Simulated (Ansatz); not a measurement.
Given:

GeRh:
```cif
data_Ge4Rh4
_chemical_formula_sum 'Ge4 Rh4'
_space_group_name_H-M_alt 'P 1'
_space_group_IT_number 1
_cell_length_a 5.65680
_cell_length_b 3.32175
_cell_length_c 6.42635
_cell_angle_alpha 90.000
_cell_angle_beta 90.000
_cell_angle_gamma 90.000
loop_
_space_group_symop_operation_xyz
  'x, y, z'
loop_
_atom_site_label
_atom_site_type_symbol
_atom_site_fract_x
_atom_site_fract_y
_atom_site_fract_z
_atom_site_occupancy
Ge1 Ge 0.80746 0.75000 0.43423 1
Ge2 Ge 0.19254 0.25000 0.56577 1
Ge3 Ge 0.69254 0.25000 0.93423 1
Ge4 Ge 0.30746 0.75000 0.06577 1
Rh1 Rh 0.99566 0.75000 0.79606 1
Rh2 Rh 0.00434 0.25000 0.20394 1
Rh3 Rh 0.50434 0.25000 0.29606 1
Rh4 Rh 0.49566 0.75000 0.70394 1
```

This is the r²SCAN-relaxed structure.

Q: All from plane-wave PAW r²SCAN (Ansatz code), unless another level is named. Predict the electronic character.

A: metallic (no gap).

Q: Give the formation energy from the elements (no fitted shifts).

A: -54 kJ/mol of atoms.

Q: Give the density of states at the Fermi level.

A: 0.49 states/eV per atom (mean over ±0.08 eV).

Space group Pnma. The first step of the workflow began from a Materials Project structure, measured or hypothetical; the Crystallography Open Database files this formula in space group No. 62, but the cells were not matched. Its standing as an ambient phase is unchecked. Symmetry was held in the r²SCAN relaxation; its stability against distortions is not shown here. The run is not spin-polarised. The references are the lowest solids computed at this level, not always the standard phases. Spin–orbit coupling is left out wherever it is not named.

Potentials: the later of the program's two PAW sets.
